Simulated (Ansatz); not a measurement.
ZrN:
```yaml
crystal:
  lattice:
    - [3.16345, 0.00000, 0.00000]
    - [-1.58173, 2.73963, 0.00000]
    - [0.00000, 0.00000, 5.43907]
  atoms:
    - { symbol: Zr, position: [0.66667, 0.33333, 0.75000] }
    - { symbol: Zr, position: [0.33333, 0.66667, 0.25000] }
    - { symbol: N, position: [0.00000, 0.00000, 0.00000] }
    - { symbol: N, position: [0.00000, 0.00000, 0.50000] }
```

Relaxed with PBEsol. Special points in fractions of this cell's reciprocal vectors: Γ (0.000, 0.000, 0.000); M (0.500, 0.000, 0.000); K (0.333, 0.333, 0.000); A (0.000, 0.000, 0.500); L (0.500, 0.000, 0.500); H (0.333, 0.333, 0.500).

Problem. List the band energies nearest the Fermi level at these points for DFT-PBEsol in the program Ansatz with PAW potentials.

Solution. In eV from the Fermi level; about four levels below and three above (degenerate sets whole), none deeper than 8.9 eV; points with the same levels are listed once.

```csv
k,below,above
Γ,-3.37 -3.37 -1.38 -0.61,0.52 0.52 1.51 1.51
M,-5.12 -2.83 -2.55 -2.04,2.45 2.47 3.95
K,-5.37 -5.37 -5.10 -5.10 -3.00,0.15 0.15 3.73 3.73
A,-4.13 -4.13 -4.13 -4.13,1.78 1.78 2.52 2.52 2.52 2.52
L,-4.13 -4.13 -0.03 -0.03,4.13 4.13 4.28 4.28
H,-4.57 -4.57 -3.65 -3.65,0.49 0.49 2.71 2.71
```

Space group P6_3/mmc (NiAs type). The workflow started from a Materials Project entry (that database holds measured and hypothetical structures alike); the Crystallography Open Database copy checked does not list it. It is not the phase usual at ambient conditions (space group No. 225). Symmetry was held in the PBEsol relaxation; of distortions, only those at the zone centre were tested. The run is not spin-polarised. Scalar-relativistic: spin–orbit coupling is off unless named, which matters more the heavier the elements.

Potentials: the later of the program's two PAW sets.
